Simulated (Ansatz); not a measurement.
**Two states of EuGeAsH**

```xyz
8
Lattice="4.2506 0.0000 0.0000 0.0000 4.2506 0.0000 0.0000 0.0000 8.1381" Properties=species:S:1:pos:R:3 pbc="T T T"
Eu    1.0626    1.0626    5.4599
Eu    3.1879    3.1879    2.6783
H     1.0626    3.1879    4.0691
H     3.1879    1.0626    4.0691
Ge    1.0626    1.0626    1.3371
Ge    3.1879    3.1879    6.8010
As    3.1879    1.0626    0.0000
As    1.0626    3.1879    0.0000
```

Single point in Ansatz 0.2.0 with r2SCAN, with U_eff = 4.55 eV on Eu f (all-electron-ortho-atomic projectors). Cutoff 500 eV, PAW datasets, 4×4×3 (shifted by 0, 0, 0.5 steps) k mesh, fermi-dirac filling (width 0.1 eV).

State A: Eu1 up, Eu2 down (collinear spin). State B: Eu1 up, Eu2 up (collinear spin).

Task: Compare the two self-consistent states.

Result: State B is lower by 0.7 meV an atom at zero smearing. So small a gap isn't resolved on this mesh where a state is a metal.

```tsv
state	free energy (meV/atom)	largest moment in a small sphere (μB)	net moment (μB/cell)	gap on mesh (eV)	pressure (GPa)	largest force (eV/Å)
A	1.0	6.79	0.00	metal	9.0	0.69
B	0.0	6.79	14.09	metal	9.0	0.70
```

Origin: a known structure type with other elements, at an estimated volume, so it need not be a known compound. Caveats: the k mesh is coarse if the cell is a metal.
